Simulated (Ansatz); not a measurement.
Cs2NbCuSe4:
```
Cs2NbCuSe4
1.0
    0.00000     7.05464    12.24607
    2.82788     0.00000    12.24607
    2.82788     7.05464     0.00000
Cs Nb Cu Se
4 2 2 8
Cartesian
  4.24182  10.58196  13.97276
  4.24182  10.58196  22.76545
  2.82788   7.05464  16.64242
  2.82788   7.05464   7.84972
  2.82788   7.05464  12.24607
  4.24182  10.58196  18.36911
  1.41394   3.52732   6.12304
  0.00000   0.00000   0.00000
  4.24286   5.68524  13.60979
  1.41290   8.42405  13.60979
  4.24286   8.42405  10.88235
  1.41290   5.68524  10.88235
  2.82684   4.89673   4.75931
  2.82892   9.21256   4.75931
  2.82684   9.21256  19.73283
  2.82892   4.89673  19.73283
```

Relaxed with LDA. Special points in fractions of this cell's reciprocal vectors: Γ (0.000, 0.000, 0.000); Y (0.500, 0.000, 0.500); T (1.000, 0.500, 0.500); Z (0.500, 0.500, 0.000); Σ0 (0.000, 0.304, 0.304); U0 (1.000, 0.696, 0.696); C0 (0.500, 0.223, 0.723); A0 (0.500, 0.777, 0.277); L (0.500, 0.500, 0.500).

Problem. List the band energies nearest the valence-band maximum at these points for LDA (plane waves, PAW; program Ansatz).

Solution. In eV from the valence-band maximum; about four levels below and three above (degenerate sets whole), none deeper than 8.9 eV; points with the same levels are listed once.

```json
[
 {"k": "Γ", "below": "-0.54 -0.48 -0.43 -0.43", "above": "1.63 1.74 1.87"},
 {"k": "Y", "below": "-0.86 -0.86 -0.51 -0.51", "above": "1.77 1.77 2.02 2.02"},
 {"k": "T", "below": "-0.81 -0.81 -0.56 -0.56", "above": "1.89 1.89 1.98 1.98"},
 {"k": "Z", "below": "-0.49 -0.49 -0.44 -0.44", "above": "1.67 1.67 2.01 2.01"},
 {"k": "Σ0", "below": "-0.37 -0.14 -0.12 0.00", "above": "2.06 2.07 2.25"},
 {"k": "C0", "below": "-0.17 -0.17 -0.02 -0.02", "above": "2.11 2.11 2.24 2.24"},
 {"k": "L", "below": "-0.22 -0.17 -0.08 -0.04", "above": "2.06 2.12 2.23"}
]
```

Space group Fddd. The first step of the workflow began from a Materials Project structure, measured or hypothetical; the Crystallography Open Database files this formula in space group No. 70, but the cells were not matched. Whether it is the stable phase at ambient conditions was not checked. The cell was relaxed with LDA under the symmetry of its start; its stability against distortions is not shown here. The run is not spin-polarised. Scalar-relativistic: spin–orbit coupling is off unless named, which matters more the heavier the elements.

Potentials: the later of the program's two PAW sets.
